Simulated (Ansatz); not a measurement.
A geometry of TiO2 away from equilibrium: step 8 of the relaxation of a relaxed TiO2 cell deformed by the Cartesian strain tensor (xx, yy, zz, yz, xz, xy) = (0.030, -0.147, -0.014, -0.002, -0.041, -0.031). The numbers are results of PBEsol (plane waves to 420 eV, PAW, scalar-relativistic; Ansatz, a quantum-chemistry and plane-wave program), not measurements. Γ-centred k-mesh 5×6×8 on the run's cell (coarser than for final values), Fermi–Dirac smearing 0.05 eV.

```xyz
6
Lattice="4.6712 -0.0062 -0.0089 -0.0122 4.4399 -0.0041 -0.0074 -0.0028 2.9424" Properties=species:S:1:pos:R:3:forces:R:3 pbc="T T T" free_energy=-7199.595 pressure_GPa=2.7
Ti     0.0000     0.0000     0.0000    0.0000    0.0000    0.0000
Ti     2.3258     2.2155     1.4646    0.0000    0.0000    0.0000
O      1.4738     1.2909    -0.0069   -0.0066   -0.0038    0.0001
O      3.8059     0.9207     1.4623   -0.0032    0.0038   -0.0010
O      0.8456     3.5102     1.4669    0.0032   -0.0038    0.0010
O      3.1851     3.1428    -0.0062    0.0066    0.0038   -0.0001
```

Positions in Å, forces in eV/Å, free energy of the cell in eV (comparable only within this code, potentials and settings). Largest force: 0.01 eV/Å, on O3, O6 (atoms numbered as listed); the geometry lies 0.01 eV/atom above the end of its relaxation.

No spin polarisation in the result.

The run could not lose the symmetry of its start.
